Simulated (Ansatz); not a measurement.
Given:

ScCo:
```yaml
crystal:
  lattice:
    - [3.07147, 0.00000, 0.00000]
    - [0.00000, 3.07147, 0.00000]
    - [0.00000, 0.00000, 3.07147]
  atoms:
    - { symbol: Co, position: [0.00000, 0.00000, 0.00000] }
    - { symbol: Sc, position: [0.50000, 0.50000, 0.50000] }
```

This is the PBEsol-relaxed structure.

Problem. All from PBEsol (plane waves, PAW; program Ansatz), unless another level is named. Estimate the formation energy from the elements (no fitted shifts).

Solution. -0.36 eV/atom.

Problem. Predict the density of states at the Fermi level.

Solution. 0.40 states/eV per atom (mean over ±0.08 eV).

Space group Pm-3m (CsCl type). The workflow started from an entry of the Crystallography Open Database (COD). Whether it is the stable phase at ambient conditions was not checked. The PBEsol relaxation kept the symmetry of its start; of distortions, only those at the zone centre were tested. The workflow began spin-polarised and lost its moments. The references are the lowest solids computed at this level, not always the standard phases.

Potentials: the later of the program's two PAW sets.
